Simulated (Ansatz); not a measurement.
Relax this structure to zero stress and force, keeping its symmetry:

```yaml
crystal:
  lattice:
    - [2.99751, 0.00000, 0.00000]
    - [0.00000, 2.99751, 0.00000]
    - [0.00000, 0.00000, 2.99751]
  atoms:
    - { symbol: Al, position: [0.00000, 0.00000, 0.00000] }
    - { symbol: Cu, position: [0.50000, 0.50000, 0.50000] }
```

Level of theory: Ansatz, DFT r2SCAN, scalar-relativistic, plane waves, PAW.

Settings: cutoff 500 eV, Γ-centred mesh 14×14×14 on the computed 2-atom cell, Gaussian smearing of 0.10 eV; no spin polarisation.

Question: What does it relax to?

Answer: The volume goes down by 0.54 Å³/atom to 12.93 Å³/atom, and the energy falls by 8.7 meV/atom. Final structure:
Space group Pm-3m (No. 221). a = 2.957 Å, b = 2.957 Å, c = 2.957 Å, α = 90.00°, β = 90.00°, γ = 90.00°
```json
{"atom": "Al", "site": "1a", "symmetry": "m-3m", "x": "0.0000", "y": "0.0000", "z": "0.0000"}
{"atom": "Cu", "site": "1b", "symmetry": "m-3m", "x": "0.5000", "y": "0.5000", "z": "0.5000"}
```